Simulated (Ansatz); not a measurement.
InPd:
```
CELL_PARAMETERS angstrom
      3.21452     0.00000     0.00000
      0.00000     3.21452     0.00000
      0.00000     0.00000     3.21452
ATOMIC_POSITIONS crystal
  In 0.00000 0.00000 0.00000
  Pd 0.50000 0.50000 0.50000
```

Relaxed with LDA. Special points in fractions of this cell's reciprocal vectors: Γ (0.000, 0.000, 0.000); X (0.000, 0.500, 0.000); M (0.500, 0.500, 0.000); R (0.500, 0.500, 0.500).

Question: List the band energies nearest the Fermi level at these points for plane-wave PAW LDA (Ansatz code).

Answer: In eV from the Fermi level; about four levels below and three above (degenerate sets whole), none deeper than 8.9 eV; points with the same levels are listed once.

```
k                                below            above
-  -----------------------------------  ---------------
Γ        -4.14 -4.14 -2.47 -2.47 -2.47   4.16 4.16 4.16
X              -3.56 -3.56 -2.56 -1.23  9.86 9.86 10.11
M        -2.90 -2.90 -2.61 -2.61 -1.84   1.58 2.53 9.61
R  -5.29 -5.29 -5.29 -1.79 -1.79 -0.14   3.82 3.82 3.82
```

Space group Pm-3m (CsCl type). The LDA relaxation kept the symmetry of its start; of distortions, only those at the zone centre were tested. The run is not spin-polarised. Spin–orbit coupling is left out wherever it is not named.

Potentials: the later of the program's two PAW sets.
